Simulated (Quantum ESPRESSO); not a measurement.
**Kohn-Sham bands of Rh (fcc (Cu type))**

```yaml
crystal:
  lattice:
    - [0.00000, 1.90298, 1.90298]
    - [1.90298, 0.00000, 1.90298]
    - [1.90298, 1.90298, 0.00000]
  atoms:
    - { symbol: Rh, position: [0.00000, 0.00000, 0.00000] }
```

Materials Project entry mp-74; symmetrised, unrelaxed at this level. This is the element's usual structure. Computed values, not measurements, from PBEsol: Quantum ESPRESSO (norm-conserving PseudoDojo potentials, cutoff 71 Ry, no spin polarisation, no spin-orbit coupling) on a Γ-centred 12×12×12 mesh, then Wannier90. Density: 18×18×18 mesh, cold smearing 0.01 Ry.

Task: List the Kohn-Sham levels between −8 and 3.0 eV relative to the Fermi level at the high-symmetry points, as a band run of pw.x on that density gives them (levels within 2 meV counted together).

Result: 
```csv
point,k (reciprocal lattice),levels (eV)
Γ,0.000 0.000 0.000,"-3.10 (×3), -1.00 (×2)"
X,0.500 0.000 0.500,"-6.34, -5.98, 0.54, 0.97 (×2)"
U,0.625 0.250 0.625,"-5.54, -4.80, -2.10, -0.70, 0.36"
K,0.375 0.375 0.750,"-5.54, -4.80, -2.10, -0.70, 0.36"
L,0.500 0.500 0.500,"-6.17, -3.17 (×2), 0.56 (×2), 0.63"
W,0.500 0.250 0.750,"-5.04, -3.83 (×2), -1.21, 0.97"
```
